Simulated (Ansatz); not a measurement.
A geometry of VBiO$_{4}$ away from equilibrium: step 19 of the relaxation of a randomly generated symmetric cell of VBiO4 (space group No. 22). Calculation: PBE (plane waves to 420 eV, PAW, scalar-relativistic; Ansatz, a program for electronic structure). Γ-centred k-mesh 6×6×6 on the run's cell (coarser than for final values), Fermi–Dirac smearing 0.05 eV.

```xyz
6
Lattice="0.0000 4.4805 4.7301 1.7825 0.0000 4.7301 1.7825 4.4805 0.0000" Properties=species:S:1:pos:R:3:forces:R:3 pbc="T T T" free_energy=-17578.635 pressure_GPa=7.1
Bi     0.8913     2.2403     2.3650    0.0000    0.0000    0.0000
O      0.9106     5.4920     3.6536   -0.0042   -0.0025    0.0040
O      0.9106     3.4690     5.8066   -0.0042    0.0025   -0.0040
O      2.6545     3.4690     3.6536    0.0042    0.0025    0.0040
O      2.6545     5.4920     5.8066    0.0042   -0.0025   -0.0040
V      1.7825     4.4805     4.7301    0.0000    0.0000    0.0000
```

Positions in Å, forces in eV/Å, free energy of the cell in eV (comparable only within this code, potentials and settings). Largest force: 0.01 eV/Å, on O2, O3, O4, O5 (atoms numbered as listed); the geometry lies 0.05 eV/atom above the end of its relaxation.

Spin-polarised start, with parallel moments on V.

No spin polarisation in the result: the starting moments vanished. The d or f electrons are treated with no Hubbard U.

The run could not lose the symmetry of its start: the end is stationary, and may be a saddle point rather than a minimum.

The end of the path is a generated cell of VBiO4: the first start was made by a random draw of sites in a space group, and the end was not matched to a known phase here, so it may be hypothetical. Known forms of VBiO4 include space group No. 88.
